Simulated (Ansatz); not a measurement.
Trial structure of Zn2B, not yet relaxed:

```xyz
3
Lattice="0.0000 2.8837 2.8837 2.8837 0.0000 2.8837 2.8837 2.8837 0.0000" Properties=species:S:1:pos:R:3 pbc="T T T"
Zn    1.4418    1.4418    1.4418
Zn    4.3255    4.3255    4.3255
B     0.0000    0.0000    0.0000
```

Computed with DFT PBE, scalar-relativistic, plane waves, PAW in Ansatz. Cutoff 420 eV; k points 6×6×6 on the computed 3-atom cell (Γ-centred); Gaussian smearing, width 0.10 eV; no spin polarisation.

The zero of energy is the elements' standard structures at the same level; no fitted shifts are applied.

Question: Estimate its pressure, forces and energy as it stands.

Answer: The pressure is -16.1 GPa (it wants to contract), the largest force is 0.00 eV/Å (symmetry fixes the atoms), and the energy is +0.57 eV/atom against the elements. The shortest distance is 2.50 Å.

Question: How much does it gain on relaxing, and where does it end?

Answer: Relaxing gains about 0.23 eV/atom (the start's value is from the coarse mesh, so the gain is rough) in 9 ionic steps and ends at +0.34 eV/atom on the finer mesh. The symmetry stays Fm-3m (No. 225). The end has the anti-fluorite type. The volume per atom shrinks by 22.8 %, from 16.0 to 12.3 Å³. The shortest distance goes from 2.50 Å (Zn–B) to 2.29 Å (Zn–B). Conventional cell: a = 5.291 Å. Around Zn lie 4 B at 2.29 Å and 6 Zn at 2.65 Å; B is surrounded by 8 Zn at 2.29 Å.

The last run used a 16×16×16 mesh for its 3-atom cell and Gaussian smearing of 0.10 eV. The cell is a metal run without spin; a magnetic state may lie lower. The relaxation can't lower the symmetry of the start. A later test with randomly moved atoms came back to the same energy, though modes that don't fit the test's cell weren't probed.
